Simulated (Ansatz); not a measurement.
BeAg (CsCl type), relaxed with PBEsol (Ansatz, a first-principles code, plane waves, PAW): a = 2.9096 Å, b = 2.9096 Å, c = 2.9096 Å, α = 90.00°, β = 90.00°, γ = 90.00°.

| Quantity | Result |
|---|---|
| ΔH_f (eV/atom) | 0.09 |
| B₀ by P(V) fit (GPa) | 135 |
| K_Hill (GPa) | 135 |
| G_Hill (GPa) | 56.5 |
| Θ_D (K) | 386 |

Task: The same phase is relaxed and computed with r²SCAN in the same code. What are the cell and these values now?

Result: a = b = c = 2.931 Å, α = β = γ = 90.00°.

* **ΔH_f (eV/atom)**: 0.18
* **B₀ by P(V) fit (GPa)**: 128
* **K_Hill (GPa)**: 128
* **G_Hill (GPa)**: 55.0
* **Θ_D (K)**: 382

Typed or built starts, not in the databases checked: BeAg, CsCl type. All cells were relaxed under the symmetry of their starts (and spin orders); stability against distortions was not tested throughout. Rows with no word on spin ran without spin polarisation. Spin–orbit coupling is left out wherever it is not named.

Potentials: the later of the program's two PAW sets.

Ansatz is a plane-wave DFT program.

Formation energies count from the lowest solids of the elements computed at the same level, not from gases.
